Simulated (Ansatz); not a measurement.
All numbers below come from DFT PBE, scalar-relativistic, plane waves, PAW in Ansatz 0.2.0. Cutoff 420 eV, Γ-centred meshes of about 0.25 Å⁻¹ or finer for metals and 0.3 Å⁻¹ for insulators (2π included), Gaussian smearing. No spin polarisation.

Relaxed structures of Zr₃S₂, with energies over the first row. Coordination counts S atoms around Zr (those within 1.25 times the shortest such distance or 1.15 times the sum of covalent radii; a plus sign parts nearer from farther groups; a slash parts the counts of unlike sites).

```csv
#,form,sites,V (Å³/atom),coordination,ΔE (meV/atom)
1,I4/mmm,"Zr 4e, 2a; S 4e",19.5,Zr 2/4+1,0
2,P4/mbm,"Zr 4h, 2a; S 4g",17.8,Zr 4/6,73
```

A further structure, relaxed alike:

```yaml
crystal:
  lattice:
    - [3.59084, 0.00000, 0.00000]
    - [-1.79542, 3.10976, 0.00000]
    - [0.00000, 0.00000, 8.69919]
  atoms:
    - { symbol: Zr, position: [0.00000, 0.00000, 0.00000] }
    - { symbol: Zr, position: [0.66667, 0.33333, 0.34925] }
    - { symbol: Zr, position: [0.33333, 0.66667, 0.65075] }
    - { symbol: S, position: [0.66667, 0.33333, 0.82045] }
    - { symbol: S, position: [0.33333, 0.66667, 0.17955] }
```

**Question.** Where does it fall in the ranking, and at what energy?

**Answer.** It is the highest, 112 meV/atom above row 1, with space group P-3m1 (No. 164) and 19.4 Å³/atom. Counting S atoms around Zr, this cell has Zr 3/6 and row 1 has Zr 2/4+1. Around Zr on a site of symmetry -3m lie 6 S at 2.60 Å; around Zr on a site of symmetry 3m lie 3 S at 2.55 Å; S is surrounded by 6 Zr at 2.55–2.60 Å.

Trial moments fell under 0.15 μB along the way in I4/mmm, P4/mbm and P-3m1; another start might hold them. With atoms moved at random, row 1 and row 2 came back. The further cell had no clear such test and can be a saddle point.
